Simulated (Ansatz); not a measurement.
All numbers below come from DFT PBE, scalar-relativistic, plane waves, PAW, and for the lanthanide a 4f-in-core norm-conserving potential, in Ansatz 0.2.0. All cells share a 690 eV cutoff and Γ-centred k meshes spaced at most about 0.3 Å⁻¹ (about 0.25 or finer for metals, 2π included). No spin polarisation in the final relaxations.

These are static total energies at zero pressure.

Two forms of HoAlTe3 were relaxed alike.

A.

Space group Amm2 (No. 38). a = 5.737 Å, b = 6.426 Å, c = 10.589 Å, α = 90.00°, β = 90.00°, γ = 90.00°
```json
{"atom": "Ho", "site": "2a", "symmetry": "mm2", "x": "0.0000", "y": "0.5000", "z": "0.9412"}
{"atom": "Al", "site": "2b", "symmetry": "mm2", "x": "0.5000", "y": "0.5000", "z": "0.7141"}
{"atom": "Te", "site": "4d", "symmetry": "m..", "x": "0.0000", "y": "0.2460", "z": "0.1926"}
{"atom": "Te", "site": "2b", "symmetry": "mm2", "x": "0.5000", "y": "0.5000", "z": "0.9711"}
```

B.

Space group R-3m:H (No. 166). a = 7.183 Å, b = 7.183 Å, c = 12.743 Å, α = 90.00°, β = 90.00°, γ = 120.00°
```csv
atom,site,symmetry,x,y,z
Ho,3a,-3m,0.0000,0.0000,0.0000
Al,3b,-3m,0.3333,0.6667,0.1667
Te,9d,.2/m,0.1667,0.3333,0.8333
```

Question: Which form is favoured at zero pressure, and by what margin per atom?

Answer: A is lower, by 228 meV/atom. A has space group Amm2 (No. 38), 39.0 Å³/atom and no gap on its mesh; B has space group R-3m (No. 166), 38.0 Å³/atom and no gap. Counting Te atoms around Al and Ho (those within 1.25 times the shortest such distance or 1.15 times the sum of covalent radii, 1.27 where that leaves under three; a plus sign parts nearer from farther groups; the shortest distance is added where it exceeds 1.18 times the sum of covalent radii), A has Ho 6, Al 1+4 and B has Ho 6, Al 6 from 3.6 Å. In A, Ho is surrounded by 2 Te at 2.89 Å, 4 Te at 3.07–3.12 Å and 2 Al at 3.74 Å; around Al lie 1 Te at 2.72 Å, 4 Te at 3.28 Å and 2 Ho at 3.74 Å; around Te on a site of symmetry m lie 2 Ho at 3.07–3.12 Å, 2 Te at 3.16–3.26 Å and 2 Al at 3.28 Å; 1 more site not described. In B, Ho has 6 Te at 2.97 Å; Al has 6 Te at 3.59 Å; Te is surrounded by 2 Ho at 2.97 Å, 2 Al at 3.59 Å and 4 Te at 3.59 Å. Both come from invented guesses.

Spin–orbit coupling, which can matter for Te, is left out. Cells relaxed within their symmetry can be saddle points.

The lanthanide is trivalent by construction, without f bands, f moments or other valences.
